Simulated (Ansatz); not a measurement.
**What a change of settings does: Sc (hcp type)**

First run: DFT, LDA, all-electron LAPW, scalar-relativistic (Ansatz 0.2.0).

Command: `ansatz run input.yaml --threads 1 --pin off --max-ram 2048MiB --backend cpu --events-out ev --progress --plain --runs-dir out` It took 26 s on 1 thread of Arm Neoverse V1, on a shared host, peak memory 0.4 GiB.

```yaml
crystal:
  lattice:
    - [2.6468959195, 0.0, 0.0]
    - [-1.3234479597, 2.2922791074, 0.0]
    - [0.0, 0.0, 4.3089611888]
  atoms:
    - { symbol: Sc, position: [0.3333333333, 0.6666666667, 0.25] }
    - { symbol: Sc, position: [0.6666666667, 0.3333333333, 0.75] }
kpoints:
  mp_grid: { grid: [15, 15, 8] }
  band_path:
    path:
      - [0.0, 0.0, 0.0]
      - [0.5, 0.0, 0.0]
      - [0.3333333333, 0.3333333333, 0.0]
      - [0.0, 0.0, 0.0]
      - [0.0, 0.0, 0.5]
      - [0.5, 0.0, 0.5]
      - [0.3333333333, 0.3333333333, 0.5]
      - [0.0, 0.0, 0.5]
      - [0.5, 0.0, 0.5]
    npoints: 8
scf:
  occupations: { method: fermi_dirac, width: 0.05 }
hamiltonian:
  xc: lda
  pseudopotentials: { kind: all_electron, lapw: { basis_error: 0.001 } }
output:
  forces: true
  stress: true
  eigenvalues: true
  populations: true
  dos: { projected: true, de: 0.2, e_range: [-14, 8] }
```

The base cell comes from a relaxation on PAW files under the same functional.

This run: volume at 0.58 of the series' base cell.

It converges in 5 SCF iterations at a pressure of 70.8 GPa.

The input is then changed:

```diff
 scf:
-  occupations: { method: fermi_dirac, width: 0.05 }
+  occupations: { method: tetrahedron_uncorrected }
 hamiltonian:
   populations: true
-  dos: { projected: true, de: 0.2, e_range: [-14, 8] }
```

Task: What does the second run give?

Result: It converges in 5 SCF iterations, free energy +27.7 meV/atom against the first run's.
